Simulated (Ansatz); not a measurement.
V3Si (A15, Cr3Si type)

```
CELL_PARAMETERS angstrom
      4.64987     0.00000     0.00000
      0.00000     4.64987     0.00000
      0.00000     0.00000     4.64987
ATOMIC_POSITIONS crystal
  V  0.25000 0.00000 0.50000
  V  0.75000 0.00000 0.50000
  V  0.00000 0.50000 0.25000
  V  0.00000 0.50000 0.75000
  V  0.50000 0.25000 0.00000
  V  0.50000 0.75000 0.00000
  Si 0.00000 0.00000 0.00000
  Si 0.50000 0.50000 0.50000
```

The slice is a {100} plane (indices of the conventional cell) through the point (0.500, 0.750, 0.000) (fractional), spanned by u = [100] and v = [010] in vectors of this cell: u (4.65 Å) and v (4.65 Å, at 90° to u). It covers one period; positions are fractions (u, v).

Calculation: PBEsol (plane waves to 420 eV, PAW, scalar-relativistic; Ansatz, an electronic-structure program). k mesh 10×10×10. Inside the PAW spheres the values are not all-electron values, and peaks at nuclei hang on which shells count as valence. The PAW data are Ansatz's earlier set. V3Si is run without spin polarisation. V3Si was relaxed with its symmetry unable to fall.

**Question.** What is the valence density on the shortest V–V line in this plane (2.32 Å), at its midpoint?

**Answer.** 0.47 e/Å³.

**Question.** What is the ELF at the midpoint of the shortest V–V line in this plane (2.32 Å)?

**Answer.** 0.23.

**Question.** Predict the map of the electron localisation function (ELF) on the slice.

**Answer.** 
```
|xxx86201467777777776410268xx|
|xxx74101466655455666410147xx|
|x975200356543333345653002579|
|7652102465533222335564201256|
|4321124665432222234566421123|
|2212246765422212224567642212|
|1222457775422212224577754222|
|2212246765422212224567642212|
|4321124665432222234566421123|
|7652102465533222335564201256|
|x975200356543333345653002579|
|xxx74101466655455666410147xx|
|xxx86201467777777776410268xx|
|xxxx620146888888888641026xxx|
|xxx96101479999999997410169xx|
|xxx74001589999999998510047xx|
|x985200368998767899863002589|
|76520015898754x4578985100256|
|432101479975xxxxx57997410123|
|221123689974xxxxx47998632112|
|11223478996xxxxxxx6998743221|
|221123689974xxxxx47998632112|
|432101479975xxxxx57997410123|
|76520015898754x4578985100256|
|x985200368998767899863002589|
|xxx74001589999999998510047xx|
|xxx96101479999999997410169xx|
|xxxx620146888888888641026xxx|
```
Scale: ten equal steps from 0.12 (start of '0') to 0.70 (end of '9'), in the order '0123456789'. Values: electron localisation function (ELF). The map has 28 points along u (one character each, u = 0 at the left) and 28 along v (v = 0 in the bottom row). Points within 0.5 Å of a nucleus are blanked (x), as the pseudised field means little there.
